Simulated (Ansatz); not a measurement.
# Zincblende alloy of InP and GaP (20 of 32 In sites exchanged), 64 atoms

Ansatz, PAW, plane waves. PBEsol relaxation of volume and atoms (shape held) at the single k point (¼, ¼, ¼) without its symmetry partners; single points on the relaxed atoms at the single k point (¼, ¼, ¼) without its symmetry partners, onto which points of the small cell's zone fold. Arrangement: random. No spin–orbit coupling unless named.

Relaxed structure:

```cif
data_structure
_symmetry_space_group_name_H-M 'P 1'
_symmetry_Int_Tables_number 1
_cell_length_a 11.2045
_cell_length_b 11.2045
_cell_length_c 11.2045
_cell_angle_alpha 90.000
_cell_angle_beta 90.000
_cell_angle_gamma 90.000
_cell_volume 1406.61
loop_
_atom_site_label
_atom_site_type_symbol
_atom_site_fract_x
_atom_site_fract_y
_atom_site_fract_z
_atom_site_occupancy
Ga1 Ga 0.99756 0.00305 0.01011 1
Ga2 Ga 0.00181 0.00191 0.49062 1
Ga3 Ga 0.99917 0.49701 0.49684 1
Ga4 Ga 0.50283 0.00726 0.00549 1
Ga5 Ga 0.49927 0.49317 0.50144 1
Ga6 Ga 0.25313 0.24633 0.00159 1
Ga7 Ga 0.24838 0.25149 0.49677 1
Ga8 Ga 0.24567 0.74608 0.49747 1
Ga9 Ga 0.74833 0.24835 0.00500 1
Ga10 Ga 0.74927 0.25419 0.49552 1
Ga11 Ga 0.75205 0.75140 0.00462 1
Ga12 Ga 0.24540 0.00504 0.25006 1
Ga13 Ga 0.25179 0.49400 0.74313 1
Ga14 Ga 0.75419 0.00475 0.24667 1
Ga15 Ga 0.75216 0.49507 0.25224 1
Ga16 Ga 0.74814 0.49498 0.74693 1
Ga17 Ga 0.99723 0.24602 0.25154 1
Ga18 Ga 0.99803 0.75356 0.25200 1
Ga19 Ga 0.50105 0.24834 0.24985 1
Ga20 Ga 0.50126 0.25424 0.74980 1
In1 In 0.99608 0.49819 0.00109 1
In2 In 0.49741 0.00670 0.49691 1
In3 In 0.50491 0.49511 0.99807 1
In4 In 0.24877 0.75600 0.00228 1
In5 In 0.75466 0.74547 0.49729 1
In6 In 0.25106 0.00543 0.75005 1
In7 In 0.24861 0.49608 0.25574 1
In8 In 0.75084 0.00501 0.75545 1
In9 In 0.00018 0.25184 0.74819 1
In10 In 0.00110 0.74790 0.74780 1
In11 In 0.50269 0.75316 0.25103 1
In12 In 0.50057 0.74647 0.75108 1
P1 P 0.12321 0.12719 0.12629 1
P2 P 0.12423 0.12531 0.60926 1
P3 P 0.11847 0.63169 0.13332 1
P4 P 0.12872 0.61432 0.61718 1
P5 P 0.62639 0.12689 0.12817 1
P6 P 0.62550 0.13970 0.62474 1
P7 P 0.63849 0.62276 0.12738 1
P8 P 0.62475 0.61023 0.62308 1
P9 P 0.37605 0.36286 0.12607 1
P10 P 0.37464 0.37030 0.62288 1
P11 P 0.37533 0.89206 0.12742 1
P12 P 0.36783 0.86765 0.61711 1
P13 P 0.86848 0.36566 0.13249 1
P14 P 0.86935 0.38141 0.61708 1
P15 P 0.87551 0.87597 0.12793 1
P16 P 0.88211 0.88473 0.61723 1
P17 P 0.36636 0.13406 0.36693 1
P18 P 0.38543 0.13231 0.88003 1
P19 P 0.37795 0.62390 0.38729 1
P20 P 0.36495 0.61586 0.87015 1
P21 P 0.87353 0.12562 0.37374 1
P22 P 0.87778 0.12855 0.89242 1
P23 P 0.88340 0.61651 0.36675 1
P24 P 0.85945 0.62407 0.87181 1
P25 P 0.11529 0.36593 0.38035 1
P26 P 0.13892 0.37423 0.87582 1
P27 P 0.12518 0.87446 0.37229 1
P28 P 0.11483 0.88654 0.88179 1
P29 P 0.62239 0.37452 0.37262 1
P30 P 0.63465 0.36573 0.86860 1
P31 P 0.63538 0.88550 0.36991 1
P32 P 0.62311 0.87543 0.89055 1
```

What are the mean bond lengths by pair (pairs within 1.2 times the sum of covalent radii, less contacts 15 % beyond the pair's median; cation–cation pairs of compounds aside; long ionic contacts are cut short by that bound)?

Ga–P 2.375 ± 0.019 Å (standard deviation, 80 bonds); In–P 2.518 ± 0.012 Å (standard deviation, 48 bonds).

What gap lies between the top filled and the lowest empty level in the single points?

HSE06 2.60 eV (26 s on NVIDIA GB200). Away from Γ this isn't the crystal's band gap. An indirect band minimum needn't fold onto Γ of this cell; where it doesn't, these gaps are too wide.
